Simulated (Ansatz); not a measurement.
LaNbO4 (space group C2/c)

```cif
data_La2Nb2O8
_chemical_formula_sum 'La2 Nb2 O8'
_space_group_name_H-M_alt 'P 1'
_space_group_IT_number 1
_cell_length_a 6.76339
_cell_length_b 6.76339
_cell_length_c 5.15637
_cell_angle_alpha 110.245
_cell_angle_beta 110.245
_cell_angle_gamma 115.208
loop_
_space_group_symop_operation_xyz
  'x, y, z'
loop_
_atom_site_label
_atom_site_type_symbol
_atom_site_fract_x
_atom_site_fract_y
_atom_site_fract_z
_atom_site_occupancy
La1 La 0.63052 0.36948 0.75000 1
La2 La 0.36948 0.63052 0.25000 1
Nb1 Nb 0.10033 0.89967 0.75000 1
Nb2 Nb 0.89967 0.10033 0.25000 1
O1 O 0.79639 0.73330 0.30736 1
O2 O 0.20361 0.26670 0.69264 1
O3 O 0.26670 0.20361 0.19264 1
O4 O 0.73330 0.79639 0.80736 1
O5 O 0.05567 0.64653 0.83944 1
O6 O 0.94433 0.35347 0.16056 1
O7 O 0.35347 0.94433 0.66056 1
O8 O 0.64653 0.05567 0.33944 1
```

E(V) scan at fixed shape, V₀ the volume above. The atoms relax within the cell's symmetry.

Computed with PBEsol (plane waves to 420 eV, PAW, scalar-relativistic; Ansatz, a program for electronic structure). k mesh 6×6×7 (Γ-centred), Fermi-Dirac smearing 0.05 eV. Energies are smeared free energies. With the shape held, the modulus is that of even scaling; a crystal free to change shape is softer. LaNbO4 is run without spin polarisation. LaNbO4 was relaxed with its symmetry unable to fall. The zero of ΔE is the relaxed starting cell.

```tsv
V (Å³/atom)	ΔE (meV/atom)
12.219	69.3
12.491	42.5
12.762	22.9
13.034	9.7
13.305	2.3
13.577	0.0
13.848	2.1
14.120	8.2
14.391	17.5
14.663	29.8
14.935	44.5
```

Q: What is the fitted pressure derivative B₀′?

A: 5.6.

Q: What bulk modulus at fixed cell shape B₀ follows from a third-order Birch-Murnaghan fit?

A: 130 GPa. Check by three points about V = 13.577 Å³/atom, step 0.272: d²E/dV² ≈ (2.3 − 2·0.0 + 2.1) meV / 0.272² = 0.0597 eV/Å⁶, and V·d²E/dV² × 160.2 = 130 GPa.

(A scan under strain: stresses follow from slopes of the energy per volume, elastic moduli from its curvatures.)
